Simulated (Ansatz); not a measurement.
Bi₂TeO₂:
```yaml
crystal:
  lattice:
    - [4.03594, 0.00000, 0.00000]
    - [-2.01797, 3.49523, 0.00000]
    - [0.00000, 0.00000, 7.33040]
  atoms:
    - { symbol: Bi, position: [0.66667, 0.33333, 0.79837] }
    - { symbol: Bi, position: [0.33333, 0.66667, 0.20163] }
    - { symbol: Te, position: [0.00000, 0.00000, 0.50000] }
    - { symbol: O, position: [0.66667, 0.33333, 0.11438] }
    - { symbol: O, position: [0.33333, 0.66667, 0.88562] }
```

Relaxed with PBEsol. Special points in fractions of this cell's reciprocal vectors: Γ (0.000, 0.000, 0.000); M (0.500, 0.000, 0.000); K (0.333, 0.333, 0.000); A (0.000, 0.000, 0.500); L (0.500, 0.000, 0.500); H (0.333, 0.333, 0.500).

Question: List the band energies nearest the valence-band maximum at these points for the program Ansatz at the PBEsol level (PAW).

Answer: In eV from the valence-band maximum; about four levels below and three above (degenerate sets whole), none deeper than 8.9 eV; points with the same levels are listed once.

```json
[
 {"k": "Γ", "below": "-2.80 -0.64 -0.11 -0.11", "above": "2.53 2.93 2.93"},
 {"k": "M", "below": "-2.99 -2.18 -0.97 -0.77", "above": "1.91 2.73 2.97"},
 {"k": "K", "below": "-2.51 -2.51 -1.37 -1.09 -1.09", "above": "1.61 1.61 2.88"},
 {"k": "A", "below": "-1.68 -0.29 0.00 0.00", "above": "1.95 1.95 2.40"},
 {"k": "L", "below": "-2.12 -1.76 -1.30 -0.77", "above": "0.86 3.14 3.67 3.67"},
 {"k": "H", "below": "-3.45 -3.45 -1.72 -1.36 -1.36", "above": "2.66 2.66 2.76"}
]
```

Space group P-3m1. The start of the workflow was typed in or built on a structure type; neither database checked (COD, Materials Project) lists it. Whether it is the stable phase at ambient conditions was not checked. The PBEsol relaxation kept the symmetry of its start; whether a distortion lowers the energy is not shown. The volume moved by 21 % from the start of the relaxation. Scalar-relativistic: spin–orbit coupling is off unless named, which matters more the heavier the elements.

Potentials: the earlier of the program's two PAW sets. The files were generated under PBE; for other functionals the program regenerates the frozen cores, and for LDA and PBEsol the local potential too.
